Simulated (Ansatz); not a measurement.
AlAs (zinc blende, F-43m), the program Ansatz at the LDA level (PAW): ε∞ = 9.44, cell volume 44.59 Å³. Infrared-active transverse modes:

```
ω_TO (cm⁻¹)  oscillator strength S_xx (e²/amu)
-----------  ---------------------------------
358.4                                   0.2326
```

### Question
Compute the static dielectric constant.

### Answer
Each mode adds (4.921e7/V) S/ω²: 2.00. So ε0 = 11.4.

### Question
What LO frequency does the Lyddane–Sachs–Teller relation give?

### Answer
ω_LO = ω_TO √(ε0/ε∞) = 395 cm⁻¹.

Symmetry was held in the LDA relaxation; phonons on a q-mesh show no instability. Spin–orbit coupling is left out wherever it is not named.

Potentials: the later of the program's two PAW sets.
